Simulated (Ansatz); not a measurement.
NbN (rock salt)

```xyz
2
Lattice="0.0000 2.2106 2.2106 2.2106 0.0000 2.2106 2.2106 2.2106 0.0000" Properties=species:S:1:pos:R:3 pbc="T T T"
N      0.0000     0.0000     0.0000
Nb     2.2106     2.2106     2.2106
```

The slice is a {110} plane (indices of the conventional cell) through the point (0.000, 0.000, 0.000) (fractional), spanned by u = [100] and v = [1 -1 -1] in vectors of this cell: u (3.13 Å) and v (4.42 Å, at 90° to u). It covers one period; positions are fractions (u, v).

These are PBE (plane waves to 420 eV, PAW, scalar-relativistic; Ansatz, a first-principles code) values and carry that method's errors. k mesh 18×18×18. Inside the PAW spheres the values are not all-electron values, and peaks at nuclei hang on which shells count as valence. NbN is run without spin polarisation. NbN was relaxed with its symmetry unable to fall. This is a high-temperature form of NbN.

Three fields on this plane, each scaled to ten steps between its own extremes (0 low, 9 high; the total valence density on a logarithmic scale, the potential cut 8 eV below its top; x marks points blanked near nuclei; v = 0 in the bottom row):

Map A
```
|xxxxxxx6432222346xxxxxx|
|xxxxxxx6432112346xxxxxx|
|xxxxxx753211112357xxxxx|
|xxxxxx643211112346xxxxx|
|xxxxx64321100112346xxxx|
|xxx765321100001123567xx|
|77665432100000012345667|
|76654321100000011234566|
|88765432100000012345678|
|xxx976421100001124679xx|
|xxxxx86421100112468xxxx|
|xxxxxx853211112358xxxxx|
|xxxxxx964211112469xxxxx|
|xxxxxxx7532112357xxxxxx|
|xxxxxxx8532222358xxxxxx|
|xxxxxxx8532222358xxxxxx|
|xxxxxxx8532222358xxxxxx|
|xxxxxxx7532112357xxxxxx|
|xxxxxx964211112469xxxxx|
|xxxxxx853211112358xxxxx|
|xxxxx86421100112468xxxx|
|xxx976421100001124679xx|
|88765432100000012345678|
|76654321100000011234566|
|77665432100000012345667|
|xxx765321100001123567xx|
|xxxxx64321100112346xxxx|
|xxxxxx643211112346xxxxx|
|xxxxxx753211112357xxxxx|
|xxxxxxx6432112346xxxxxx|
|xxxxxxx6432222346xxxxxx|
|xxxxxxx6432222346xxxxxx|
```

Map B
```
|xxxxxxx8521001258xxxxxx|
|xxxxxxx8421001248xxxxxx|
|xxxxxx974210012479xxxxx|
|xxxxxx853110011358xxxxx|
|xxxxx86421000012468xxxx|
|xxx875421100001124578xx|
|43333221100000011223333|
|00000000000000000000000|
|10000000000000000000000|
|xxx321000000000000123xx|
|xxxxx41000000000014xxxx|
|xxxxxx410000000014xxxxx|
|xxxxxx620000000026xxxxx|
|xxxxxxx3000000003xxxxxx|
|xxxxxxx3000000003xxxxxx|
|xxxxxxx4000000004xxxxxx|
|xxxxxxx3000000003xxxxxx|
|xxxxxxx3000000003xxxxxx|
|xxxxxx620000000026xxxxx|
|xxxxxx410000000014xxxxx|
|xxxxx41000000000014xxxx|
|xxx321000000000000123xx|
|10000000000000000000000|
|00000000000000000000000|
|43333221100000011223333|
|xxx875421100001124578xx|
|xxxxx86421000012468xxxx|
|xxxxxx853110011358xxxxx|
|xxxxxx974210012479xxxxx|
|xxxxxxx8421001248xxxxxx|
|xxxxxxx8521001258xxxxxx|
|xxxxxxx8521001258xxxxxx|
```

Map C
```
|xxxxxxx7887777887xxxxxx|
|xxxxxxx8888778887xxxxxx|
|xxxxxx788888888887xxxxx|
|xxxxxx899988889998xxxxx|
|xxxxx89999999999998xxxx|
|xxx578899999999998875xx|
|22346788999999998876432|
|00013567899999987653100|
|00000146789999876410000|
|xxx000146899998641000xx|
|xxxxx00147899874100xxxx|
|xxxxxx003678876300xxxxx|
|xxxxxx001478874100xxxxx|
|xxxxxxx0036776300xxxxxx|
|xxxxxxx0036776300xxxxxx|
|xxxxxxx0035775300xxxxxx|
|xxxxxxx0036776300xxxxxx|
|xxxxxxx0036776300xxxxxx|
|xxxxxx001478874100xxxxx|
|xxxxxx003678876300xxxxx|
|xxxxx00147899874100xxxx|
|xxx000146899998641000xx|
|00000146789999876410000|
|00013567899999987653100|
|22346788999999998876432|
|xxx578899999999998875xx|
|xxxxx89999999999998xxxx|
|xxxxxx899988889998xxxxx|
|xxxxxx788888888887xxxxx|
|xxxxxxx7888778888xxxxxx|
|xxxxxxx7887777887xxxxxx|
|xxxxxxx7777777777xxxxxx|
```

### Question
Assign the maps to these fields: electron localisation function (ELF); valence electron density; electrostatic potential energy of an electron, from the cell's mean.

### Answer
A is the valence electron density; B is the electron localisation function (ELF); C is the electrostatic potential energy of an electron, from the cell's mean.
